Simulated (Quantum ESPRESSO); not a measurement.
Simulation results for Si2BO5F (made-up cell)

All values are calculated (Quantum ESPRESSO 7.5). Calculation on a made-up crystal cell, not a measurement, with one named mistake planted (healthy values lack it): periodic Kohn-Sham density functional theory in plane waves with PseudoDojo standard norm-conserving scalar-relativistic pseudopotentials, each functional with its own files (v0.5 for PBE, v0.4.1 for LDA and PBEsol), no spin polarisation, no spin-orbit coupling, atoms not relaxed, stress positive in tension, energies less a fixed whole-eV offset for each atom's element; levels are Kohn-Sham levels at fractions of this cell's reciprocal vectors, counted from the reference band (half the neutral cell's valence electrons, rounded up) at Gamma; error bars cover cutoff and k-mesh only, not smearing or the files; each bar is the largest change over components, and at least 0.002 eV, 0.002 eV per angstrom or 0.02 GPa; a charged cell sits in a uniform background, with energy and stress on this program's zero of potential; no dispersion term; energies are for the whole cell, and the offsets were chosen from early runs and are not element reference energies; a distance is the largest change of any value in units of its error bar (the energy's for the smearing term), a scale change is of lengths, and a coarse mesh keeps the half-step shift; machines and their load varied, so run times do not measure scaling.

```json
{"formula": "Si2BO5F", "kind": "made-up cell", "intended_structure": {"cell_angstrom": [[4.8436, -0.0044, 0.0249], [-2.4256, 4.1899, -0.0201], [0.0273, -0.0097, 5.334]], "atoms_fractional": [["B", 0.48794, 0.01347, 0.65942], ["Si", -0.00058, 0.47153, 0.34623], ["Si", 0.50926, 0.51375, 6e-05], ["O", 0.41047, 0.29535, 0.80411], ["F", 0.70456, 0.09593, 0.46884], ["O", 0.87724, 0.64377, 0.11048], ["O", 0.30219, 0.45277, 0.20069], ["O", 0.12797, 0.69941, 0.54731], ["O", 0.54703, 0.79244, 0.84831]]}, "given": {"lattice_type": "quartz", "intended_functional": "pbe", "intended_cutoff [eV]": 1143, "intended_fermi_dirac_smearing [eV]": 0.025, "intended_scf_tolerance [eV]": 1e-07, "intended_electrons_removed": 0, "healthy_free_energy_less_offsets [eV]": 13.271, "healthy_scf_iterations": 12, "healthy_smearing_term_minus_ts [eV]": 0.0, "healthy_pressure [GPa]": 20.76, "healthy_stress_xx [GPa]": -2.25, "healthy_stress_yy [GPa]": -18.17, "healthy_stress_zz [GPa]": -41.85, "healthy_stress_yz [GPa]": -15.9, "healthy_stress_xz [GPa]": 16.68, "healthy_stress_xy [GPa]": -7.2, "healthy_reference_band": 24, "fault_kind": "cell scaled", "fault_scale_change [percent]": 1.02, "faulty_run_command": "pw.x -nk 1 -in in", "faulty_run_processor": "AMD EPYC, Zen 5 class, virtual cores", "intended_k_mesh": "5 x 5 x 4, shifted by half a step", "structure_shown": "as intended, without the mistake", "atom_site": [1, 2, 3, 4, 5, 6, 7, 8, 9], "atom_energy_offset [eV]": [-79, -115, -115, -452, -677, -452, -452, -452, -452], "healthy_force_site": [1, 2, 3, 4, 5, 6, 7, 8, 9], "healthy_force_x [eV/angstrom]": [-3.292, 0.312, 9.504, 4.73, 1.047, 1.696, -11.17, 1.262, -4.09], "healthy_force_y [eV/angstrom]": [-5.158, -0.547, 9.763, -15.427, 1.264, -2.909, -4.394, 7.364, 10.044], "healthy_force_z [eV/angstrom]": [7.485, -9.722, -0.034, -13.932, -2.05, 2.71, 13.442, 7.053, -4.953], "healthy_level_k_point": ["Gamma", "(1/2,1/2,1/2)", "(0.15,0,0)", "(0,0.15,0)", "(0,0,0.15)"], "healthy_next_band_up [eV]": [2.833, 3.596, 3.067, 3.083, 2.948]}, "results": {"faulty_stress_xx [GPa]": null, "faulty_stress_yz [GPa]": null}}
```

**Q.** Si2BO5F (made-up cell): faulty stress xx?
**A.** 2.238 GPa

**Q.** Give the missing faulty stress yz for Si2BO5F (made-up cell).
**A.** -14.37 GPa

**Q.** Give the table of faulty levels values for Si2BO5F (made-up cell).
**A.** 
Faulty levels:
```
level k point  next band up (eV)
        Gamma               2.61
(1/2,1/2,1/2)              3.329
   (0.15,0,0)              2.841
   (0,0.15,0)              2.856
   (0,0,0.15)              2.724
```

Further results for Si2BO5F (made-up cell):

- faulty free energy less offsets: 12.9 eV
- faulty scf iterations: 12
- faulty smearing term minus ts: 0 eV
- faulty pressure: 14.41 GPa
- faulty stress yy: -12.34 GPa
- faulty stress zz: -33.14 GPa
- faulty stress xz: 15.11 GPa
- faulty stress xy: -6.925 GPa
- faulty reference band: 24
- other mistakes compared: 7
- distance from healthy: 469.8 error bars
- distance from nearest other mistake: 445.9 error bars
- healthy error bar energy: 0.002 eV
- healthy error bar stress: 0.0244 GPa
- healthy error bar force: 0.002475 eV/Å
- healthy error bar next band up: 0.002 eV
- faulty wall time of scf and band steps on a shared machine: 423.5 s

Faulty forces:
```
site  x (eV/Å)  y (eV/Å)  z (eV/Å)
   1    -2.899    -5.019      7.13
   2    0.4706   0.09661    -9.044
   3     8.694     9.183   -0.2291
   4     4.596    -14.28    -12.77
   5    0.7706     1.232    -1.676
   6     1.442     -3.04     2.682
   7    -10.48    -4.004     12.36
   8     1.256     6.572     6.162
   9     -3.85      9.26    -4.618
```
